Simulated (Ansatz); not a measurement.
InAs (rock salt, Fm-3m), PBE (plane waves, PAW; program Ansatz), all energies at zero smearing, with the estimated change up to a 700 eV cutoff added, with one set of potentials and settings (totals compare only within such a set). Cell of 2 atoms (1 In, 1 As): -10454.067 eV.

```
element              reference phase  E (eV/atom)
-------  ---------------------------  -----------
In       I4/mmm, 1 atoms in the cell   -5597.8481
As         R-3m, 2 atoms in the cell   -4856.1377
```

Formation energy per atom, worked out: (-10454.067 − 1×(-5597.8481) − 1×(-4856.1377))/2 = -0.041 eV/atom (-4 kJ per mol of atoms), at 0 K, without zero-point energy or fitted corrections.

The cell is a constructed one: a structure type filled with these elements; the Crystallography Open Database copy checked does not list it. It is not the phase usual at ambient conditions (space group No. 216). Symmetry was held in the PBE relaxation; whether a distortion lowers the energy is not shown. The references are the lowest solids computed at this level, not always the standard phases.

Potentials: the later of the program's two PAW sets.
